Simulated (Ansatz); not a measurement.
SnTe (rock salt, Fm-3m), the program Ansatz at the r²SCAN level (PAW). The conduction-band minimum lies at L, with 4 equivalent valleys. Second derivatives d²E/dk² of the lowest band at one valley (eV·Å²), along Cartesian directions:

```csv
direction,d²E/dk²
[100],82.67
[010],82.67
[001],82.67
[110],101.0
[101],65.42
[011],65.42
```

Question: Find the principal effective masses, the density-of-states mass and the conductivity mass.

Answer: Off-diagonal terms follow from H_xy = H[110] − (H_xx + H_yy)/2, and m*/mₑ = 7.620 eV·Å² over each eigenvalue: 0.065, 0.12, 0.12. One valley's DOS mass (m₁m₂m₃)^(1/3) = 0.096, conductivity mass 3/(Σ 1/mᵢ) = 0.092 mₑ.

Question: What effective density of states Nc follows at 300 K for parabolic valleys?

Answer: Nc = 2.509e19 × 4 × (0.096)^(3/2) ≈ 3.0e18 cm⁻³.

The r²SCAN relaxation kept the symmetry of its start. At this level the phase is dynamically unstable (imaginary phonons). Scalar-relativistic: spin–orbit coupling is off unless named, which matters more the heavier the elements.

Potentials: the earlier of the program's two PAW sets.

Edges and masses are those of Kohn–Sham bands, whose gap is no quasiparticle gap.
